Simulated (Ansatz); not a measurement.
An elastic tensor (GPa, Voigt order, standard axes) from PBEsol (plane waves, PAW; program Ansatz):

```
93.1  40.3  31.4   0.0   0.0   0.0
40.3  93.1  31.4   0.0   0.0   0.0
31.4  31.4   104   0.0   0.0   0.0
 0.0   0.0   0.0  26.5   0.0   0.0
 0.0   0.0   0.0   0.0  26.5   0.0
 0.0   0.0   0.0   0.0   0.0  26.4
```

**Question.** Which compound is it?
A) Au, dhcp (α-La type)
B) Sc, dhcp (α-La type)
C) ScAl3N4, P-6m2 (Pearson symbol hP8)
D) La, dhcp (α-La type)

**Answer.** B, Sc, dhcp (α-La type)

Space group P6_3/mmc (dhcp (α-La type)). The start of the workflow was typed in or built on a structure type. Its sites differ from those of the usual phase in this space group: another stacking or structure type. The cell was relaxed with PBEsol under the symmetry of its start; its stability against distortions is not shown here. The run is not spin-polarised. As this level gives no gap, shear constants depend on the k-mesh and smearing (Fermi–Dirac, 0.1 eV here).

Potentials: the earlier of the program's two PAW sets. The files were generated under PBE; for other functionals the program regenerates the frozen cores, and for LDA and PBEsol the local potential too.
